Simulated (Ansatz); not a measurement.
**MnCd2Sb2: input and output**

The input, for Ansatz 0.2.0 (plane waves, PAW):

```yaml
crystal:
  lattice:
    - [2.276628, 3.943232, 0.0]
    - [-2.276628, 3.943232, 0.0]
    - [0.0, 0.0, 7.563298]
  atoms:
    - { symbol: Mn, position: [0.0, 0.0, 0.0] }
    - { symbol: Cd, position: [0.3333, 0.3334, 0.6308] }
    - { symbol: Cd, position: [0.6667, 0.6666, 0.3692] }
    - { symbol: Sb, position: [0.3333, 0.3334, 0.2508] }
    - { symbol: Sb, position: [0.6667, 0.6666, 0.7492] }
  symmetry: { tolerance: 0.0003 }
kpoints:
  mp_grid: { grid: [3, 3, 1], shift: [0, 0, 0] }
magnetization:
  spin_polarized: false
scf:
  occupations: { method: fermi_dirac }
hamiltonian:
  pseudopotentials: { kind: paw }
  xc: hse06
basis:
  ecutwfc: 420
  fft_grid_basis: typed
output:
  forces: true
  stress: true
  eigenvalues: true
  bader: true
  populations: true
  elf: true
  write_potential: true
  volumetric_format: npy
  dos:
    e_range: [-12, 8]
    de: 0.05
    projected: { site_lists: { Cd: [Cd], Mn: [Mn], Sb: [Sb] } }
    method: { smearing: { sigma: 0.1, scheme: gaussian } }
```

Excerpt of what it printed:

```
SCF iter   1: F=—  Δρ=4.45e-2  dr2=4.23e0
SCF iter   2: F=—  Δρ=3.36e-1  dr2=2.68e2  recentre
SCF iter   3: F=—  Δρ=2.44e-2  dr2=1.21e0
SCF iter   4: F=—  Δρ=1.29e-2  dr2=3.97e-1
SCF iter   5: F=—  Δρ=2.51e-3  dr2=6.82e-3
SCF iter   6: F=—  Δρ=2.32e-3  dr2=9.11e-3
SCF iter   7: F=—  Δρ=6.69e-4  dr2=6.58e-4
SCF iter   8: F=—  Δρ=4.99e-4  dr2=3.55e-4
SCF iter   9: F=—  Δρ=1.61e-4  dr2=4.61e-5
SCF iter  10: F=—  Δρ=1.29e-4  dr2=3.02e-5
…
hybrid outer 2: dexx = +1.441e-3 eV, tail = 1.28e-5 eV, Δε = 5.51e-2 eV (about 4.22e-3 eV left of the loop's levels), ΔF = 1.64e-3 eV/Å (tail 9.10e-4)
SCF iter   1: F=—  Δρ=4.65e-5  dr2=2.39e-6
SCF iter   2: F=—  Δρ=8.34e-5  dr2=1.47e-5
SCF iter   3: F=—  Δρ=3.28e-5  dr2=1.54e-6
SCF iter   4: F=—  Δρ=1.27e-5  dr2=3.88e-7
SCF iter   5: F=—  Δρ=6.42e-6  dr2=3.74e-8
SCF iter   6: F=—  Δρ=2.31e-6  dr2=4.94e-9
SCF iter   7: F=—  Δρ=1.13e-6  dr2=2.47e-9
SCF iter   8: F=-33386.9348 eV  Δρ=2.63e-7  dr2=1.22e-10  defer=1
hybrid outer 3: dexx = +1.591e-6 eV, tail = 2.67e-8 eV, Δε = 2.51e-3 eV (about 2.39e-4 eV left of the loop's levels), ΔF = 8.16e-4 eV/Å (tail 5.60e-4)
Free energy (F): -33386.9348 eV
Frozen-core exchange: fock
Harris-Foulkes:  -33386.9348 eV  (|F-HF|=1.02e-10)
Internal energy: -33386.8287 eV  (E = F + TS)
E sigma→0 (E₀):  -33386.8818 eV
Entropy (-TS):   -0.1061 eV (-21.217 meV/atom)
Fermi energy:    9.5440 eV
--- Per-component energies (eV) ---
  E_band       = -1806.4634
  E_kinetic    = 1731.8530
  E_local      = -13163.9491  (includes V_loc(G=0)·N_el)
  E_nonlocal   = 1046.1892
  E_hartree    = 5986.1435
  E_xc         = -592.0528
  E_vxc        = -617.1353  (∫ρ·V_xc dr)
  E_exx        = -322.0056  (= α·E_x^exact, valence–valence)
  E_paw        = -18473.1680  (= ΣΔE_a)
  E_vpaw       = -2131.6963  (= ΣTr[D̂ρ^β])
  E_aug_tail   = 0.0000  (compensation charges beyond the density's cutoff)
  E_ewald      = -9598.4890
  E_core_change = -1.3500  (= ΣΔE_core)
  E_smearing   = -0.1061  (= −TS)
--- Forces (eV/Å), atoms counted from 1 ---
  atom   1  Mn     0.0000     0.0000     0.0000
  atom   2  Cd     0.0000     0.0000     0.3300
  atom   3  Cd     0.0000     0.0000    -0.3300
  atom   4  Sb     0.0000     0.0000    -1.7771
  atom   5  Sb     0.0000     0.0000     1.7771
--- Stress (GPa, compression-positive) ---
        1.6646       0.0000       0.0000
        0.0000       1.6646       0.0000
        0.0000       0.0000      -7.1807
  P = ⅓ Tr σ = -1.2839 GPa (-12.839 kbar)
--- Löwdin populations: 5 sites ---
  site symbol       q [e]
     0     Mn     14.4382
     1     Cd     18.8257
     2     Cd     18.8257
     3     Sb     16.1782
     4     Sb     16.1782
  spilling = 0.0065 (of n_electrons = 85.0000)
```

Origin: a known structure type with other elements, at an estimated volume, so it need not be a known compound. Caveats: the exchange threshold is loose for a stress; the SCF threshold is loose for a stress; no spin polarisation, so a magnetic state may lie lower; hybrid functional on a coarse k mesh; atoms or cell far from equilibrium.
